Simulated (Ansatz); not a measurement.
Polymorphs of Ge, each relaxed with DFT-r²SCAN in the program Ansatz with PAW potentials:

A: Fd-3m, a = 15.2447 Å, b = 15.2447 Å, c = 15.2447 Å, α = 90.00°, β = 90.00°, γ = 90.00°

B: β-Sn type (I4_1/amd), a = 5.145 Å, b = 5.145 Å, c = 2.820 Å, α = 90.00°, β = 90.00°, γ = 90.00°

C: Ia-3, a = b = c = 6.9652 Å, α = β = γ = 90.00°

D: P6_3/mmc, a = b = 4.0022 Å, c = 13.1411 Å, α = β = 90.00°, γ = 120.00°

E: P6_3/mmc, a = b = 3.995 Å, c = 6.597 Å, α = β = 90.00°, γ = 120.00°

F: diamond (Fd-3m), a = b = c = 5.672 Å, α = β = γ = 90.00°

### Question
Rank these by energy per atom at 0 K (lowest first), as r²SCAN gives it.

### Answer
F (+0 meV/atom), D (+6 meV/atom), E (+15 meV/atom), A (+42 meV/atom), C (+164 meV/atom), B (+362 meV/atom)

### Question
Give each one's gap.

### Answer
A 1.07 eV; B no gap; C no gap; D 0.27 eV; E 0.10 eV; F 0.37 eV.

Not the usual ambient phase: A; B; C; D; E. All cells were relaxed under the symmetry of their starts (and spin orders); stability against distortions was not tested throughout. Spin–orbit coupling is left out wherever it is not named.

Energies hold the estimated change up to a 700 eV cutoff; steps of a few meV lie near the error of the meshes.

Potentials: the earlier of the program's two PAW sets. The files were generated under PBE; for other functionals the program regenerates the frozen cores, and for LDA and PBEsol the local potential too.
